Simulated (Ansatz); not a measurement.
BAs in space group P4_2/mmc (No. 131; B on 2d, As on 2f) under volume change, r²SCAN (plane waves, PAW; program Ansatz), shape and atoms relaxed at each volume.

```csv
V (Å³/atom),E − E(relaxed) (meV/atom),P (GPa)
12.950,47.4,13.11
13.377,19.6,7.92
13.804,4.5,3.55
14.231,0.0,0.00
14.658,3.9,-2.95
15.085,15.5,-5.64
15.512,33.6,-7.87
```

**Question.** What does a third-order Birch–Murnaghan fit give for V₀, B₀ and B′?

**Answer.** V₀ = 14.23 Å³/atom, B₀ = 111 GPa, B′ = 4.7.

The cell is a constructed one: a structure type filled with these elements; neither database checked (COD, Materials Project) lists it. It is not the phase usual at ambient conditions (space group No. 216). The cell was relaxed with r²SCAN under the symmetry of its start; whether a distortion lowers the energy is not shown.

Potentials: the later of the program's two PAW sets.
